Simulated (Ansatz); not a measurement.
ZrN:
```cif
data_N4Zr4
_chemical_formula_sum 'Zr4 N4'
_space_group_name_H-M_alt 'Fm-3m'
_space_group_IT_number 225
_space_group_name_Hall '-F 4 2 3'
_cell_length_a 4.55266
_cell_length_b 4.55266
_cell_length_c 4.55266
_cell_angle_alpha 90.000
_cell_angle_beta 90.000
_cell_angle_gamma 90.000
loop_
_atom_site_label
_atom_site_type_symbol
_atom_site_symmetry_multiplicity
_atom_site_Wyckoff_symbol
_atom_site_fract_x
_atom_site_fract_y
_atom_site_fract_z
_atom_site_occupancy
Zr1 Zr 4 b 0.50000 0.50000 0.50000 1
N1 N 4 a 0.00000 0.00000 0.00000 1
```
(The calculation used a cell of 2 atoms; values per cell refer to that cell.)

Relaxed with PBEsol.

Task: Which orbitals make up the states near the Fermi level in PBEsol (plane waves, PAW; program Ansatz)?

Result: Within 0.5 eV of the Fermi level: Zr 4d 77 %, N 2p 19 %. Projections are on Löwdin-orthogonalised atomic valence shells; empty p or d shells of many metals are not among them.

Task: Tabulate the density of states.

Result: States/eV per cell of 2 atoms, in 0.25 eV bins, energy from the Fermi level.

```tsv
E (eV)	total	Zr 4d	N 2p	Zr 5s
-7.85	0.01	0.00	0.00	0.00
-7.60	0.16	0.06	0.08	0.02
-7.35	0.30	0.11	0.15	0.03
-7.10	0.47	0.16	0.24	0.04
-6.85	0.81	0.26	0.44	0.08
-6.60	1.03	0.31	0.58	0.10
-6.35	1.10	0.31	0.64	0.10
-6.10	1.13	0.29	0.69	0.10
-5.85	0.92	0.25	0.57	0.07
-5.60	1.83	0.61	1.13	0.05
-5.35	2.52	0.82	1.59	0.03
-5.10	2.66	0.80	1.73	0.02
-4.85	3.88	1.11	2.54	0.01
-4.60	2.38	0.71	1.55	0.00
-4.35	1.47	0.47	0.93	0.00
-4.10	1.14	0.35	0.75	0.00
-3.85	0.90	0.25	0.62	0.00
-3.60	0.71	0.15	0.53	0.00
-3.35	0.39	0.06	0.32	0.00
-3.10	0.15	0.02	0.12	0.00
-2.85	0.13	0.04	0.08	0.00
-2.60	0.12	0.07	0.05	0.00
-2.35	0.16	0.10	0.06	0.00
-2.10	0.21	0.13	0.07	0.00
-1.85	0.25	0.17	0.07	0.00
-1.60	0.30	0.21	0.08	0.00
-1.35	0.34	0.24	0.09	0.00
-1.10	0.39	0.28	0.09	0.00
-0.85	0.44	0.33	0.10	0.00
-0.60	0.50	0.38	0.11	0.00
-0.35	0.59	0.45	0.11	0.00
-0.10	0.64	0.49	0.12	0.01
0.15	0.68	0.52	0.13	0.01
0.40	0.71	0.55	0.13	0.01
0.65	0.76	0.59	0.14	0.01
0.90	0.82	0.63	0.15	0.01
1.15	0.78	0.62	0.12	0.01
1.40	0.84	0.66	0.13	0.01
1.65	0.91	0.73	0.14	0.01
1.90	0.97	0.79	0.13	0.01
2.15	1.09	0.89	0.14	0.01
2.40	1.28	1.04	0.17	0.01
2.65	1.44	1.18	0.19	0.02
2.90	1.77	1.45	0.23	0.02
3.15	2.50	2.04	0.34	0.03
3.40	2.02	1.66	0.23	0.04
3.65	1.78	1.47	0.18	0.04
3.90	1.67	1.37	0.17	0.05
4.15	1.68	1.35	0.17	0.06
4.40	1.80	1.44	0.16	0.07
4.65	1.69	1.29	0.14	0.08
```

The PBEsol relaxation kept the symmetry of its start; of distortions, only those at the zone centre were tested. The run is not spin-polarised. With an odd number of electrons in the cell and no spin polarisation, the count alone makes it a metal. Scalar-relativistic: spin–orbit coupling is off unless named, which matters more the heavier the elements.

Potentials: the earlier of the program's two PAW sets.
